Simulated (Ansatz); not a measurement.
Data:

BC$_{3}$:
```cif
data_C24B8
_chemical_formula_sum 'B8 C24'
_space_group_name_H-M_alt 'Cmcm'
_space_group_IT_number 63
_space_group_name_Hall '-C 2c 2'
_cell_length_a 5.15866
_cell_length_b 8.93874
_cell_length_c 6.57801
_cell_angle_alpha 90.000
_cell_angle_beta 90.000
_cell_angle_gamma 90.000
loop_
_atom_site_label
_atom_site_type_symbol
_atom_site_symmetry_multiplicity
_atom_site_Wyckoff_symbol
_atom_site_fract_x
_atom_site_fract_y
_atom_site_fract_z
_atom_site_occupancy
B1 B 4 c 0.00000 0.07454 0.25000 1
C1 C 4 c 0.00000 0.24904 0.25000 1
B2 B 4 c 0.00000 0.74106 0.25000 1
C2 C 8 g 0.23809 0.32857 0.25000 1
C3 C 8 g 0.23806 0.48721 0.25000 1
C4 C 4 c 0.00000 0.56675 0.25000 1
```
(The calculation used a cell of 16 atoms; values per cell refer to that cell.)

This is the PBE+D3(BJ)-relaxed structure.

Question: All from PBE+D3(BJ) in the plane-wave PAW code Ansatz, unless another level is named. Predict the electronic character.

Answer: metallic (no gap).

Question: Predict the density of states at the Fermi level.

Answer: 0.07 states/eV per atom (mean over ±0.08 eV).

Question: What about the formation energy from the elements (no fitted shifts)?

Answer: 20 kJ/mol of atoms.

The start of the workflow was typed in or built on a structure type; neither database checked (COD, Materials Project) lists it. Its standing as an ambient phase is unchecked. Symmetry was held in the PBE+D3(BJ) relaxation; whether a distortion lowers the energy is not shown. Its formation energy is positive at this level, so the cell may be metastable or incomplete. The references are the lowest solids computed at this level, not always the standard phases.

Potentials: the earlier of the program's two PAW sets.
